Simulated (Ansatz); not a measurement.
TiO₂:
```
CELL_PARAMETERS angstrom
      5.16957     0.00000     0.00000
      0.00000     9.25901     0.00000
      0.00000     0.00000     5.50483
ATOMIC_POSITIONS crystal
  Ti 0.13775 0.37100 0.40847
  Ti 0.86225 0.62900 0.59153
  Ti 0.36225 0.62900 0.90847
  Ti 0.63775 0.37100 0.09153
  Ti 0.63775 0.12900 0.59153
  Ti 0.36225 0.87100 0.40847
  Ti 0.86225 0.87100 0.09153
  Ti 0.13775 0.12900 0.90847
  O  0.46403 0.27022 0.39173
  O  0.53597 0.72978 0.60827
  O  0.03597 0.72978 0.89173
  O  0.96403 0.27022 0.10827
  O  0.96403 0.22978 0.60827
  O  0.03597 0.77022 0.39173
  O  0.53597 0.77022 0.10827
  O  0.46403 0.22978 0.89173
  O  0.81704 0.01020 0.85169
  O  0.18296 0.98980 0.14831
  O  0.68296 0.98980 0.35169
  O  0.31704 0.01020 0.64831
  O  0.31704 0.48980 0.14831
  O  0.68296 0.51020 0.85169
  O  0.18296 0.51020 0.64831
  O  0.81704 0.48980 0.35169
```

Relaxed with PBE. Special points in fractions of this cell's reciprocal vectors: Γ (0.000, 0.000, 0.000); X (0.500, 0.000, 0.000); S (0.500, 0.500, 0.000); Y (0.000, 0.500, 0.000); Z (0.000, 0.000, 0.500); U (0.500, 0.000, 0.500); R (0.500, 0.500, 0.500); T (0.000, 0.500, 0.500).

Question: List the band energies nearest the valence-band maximum at these points for PBE in the plane-wave PAW code Ansatz.

Answer: In eV from the valence-band maximum; about four levels below and three above (degenerate sets whole), none deeper than 8.9 eV; points with the same levels are listed once.

```tsv
k	below	above
Γ	-0.45 -0.22 -0.19 0.00	2.40 2.70 2.85 2.86
X	-0.59 -0.59 -0.19 -0.19	2.68 2.68 2.85 2.85
S	-0.28 -0.28 -0.28 -0.28	2.75 2.75 2.75 2.75
Y	-0.28 -0.28 -0.17 -0.17	2.51 2.51 2.80 2.80
Z	-0.63 -0.63 -0.56 -0.56	2.76 2.76 2.96 2.96
U	-0.66 -0.66 -0.66 -0.66	2.91 2.91 2.91 2.91
R	-0.51 -0.51 -0.51 -0.51	2.95 2.95 2.95 2.95
T	-0.48 -0.48 -0.48 -0.48	2.87 2.87 2.87 2.87
```

Space group Pbca. The PBE relaxation kept the symmetry of its start. The run is not spin-polarised.

Potentials: the earlier of the program's two PAW sets.
